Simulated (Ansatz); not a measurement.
According to the program Ansatz at the LDA level (PAW), C in the triclinic phase (P1; Pearson symbol aP8) relaxes to a = 3.771 Å, b = 4.350 Å, c = 4.797 Å, α = 81.4°, β = 80.0°, γ = 75.3°. C on 1a has 3 nearest neighbours from 1.40 Å (trigonal planar).

Electronic character: no gap, with almost no states at the Fermi level (zero-gap or semimetallic).

The start of the workflow was typed in or built on a structure type; neither database checked (COD, Materials Project) lists it. It is not the phase usual at ambient conditions (space group No. 194, 227). The cell was relaxed with LDA; its stability against distortions is not shown here. The volume moved by -16 % from the start of the relaxation.

Potentials: the later of the program's two PAW sets.
